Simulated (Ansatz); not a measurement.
C:
```
CELL_PARAMETERS angstrom
      2.60049     0.00000     0.00000
     -1.30025     2.25209     0.00000
      0.00000     0.00000     2.79963
ATOMIC_POSITIONS crystal
  C  0.50000 0.00000 0.00000
  C  0.00000 0.50000 0.66667
  C  0.50000 0.50000 0.33333
```

Relaxed with r²SCAN. Special points in fractions of this cell's reciprocal vectors: Γ (0.000, 0.000, 0.000); M (0.500, 0.000, 0.000); K (0.333, 0.333, 0.000); A (0.000, 0.000, 0.500); L (0.500, 0.000, 0.500); H (0.333, 0.333, 0.500).

**Question.** List the band energies nearest the valence-band maximum at these points for DFT-r²SCAN in the program Ansatz with PAW potentials.

**Answer.** In eV from the valence-band maximum; about four levels below and three above (degenerate sets whole), none deeper than 8.9 eV; … stands for higher levels left out; points with the same levels are listed once.

```tsv
k	below	above
Γ	-8.57 -8.57 -6.90 -1.96 -1.96	7.21 7.21 9.98
M	-6.37 -6.01 -5.97 -4.47	2.24 4.33 8.66
K	-5.37 -3.69 -3.69	4.92 5.39 5.39
A	-3.28 -3.28 -1.77 0.00	5.31 5.31 …
L	-4.69 -3.57	3.03 4.25 10.88
H	-8.39 -8.39	9.31 11.14 11.14
```

Space group P6_222. The start of the workflow was typed in or built on a structure type; neither database checked (COD, Materials Project) lists it. It is not the phase usual at ambient conditions (space group No. 194, 227). The r²SCAN relaxation kept the symmetry of its start; whether a distortion lowers the energy is not shown.

Potentials: the earlier of the program's two PAW sets.
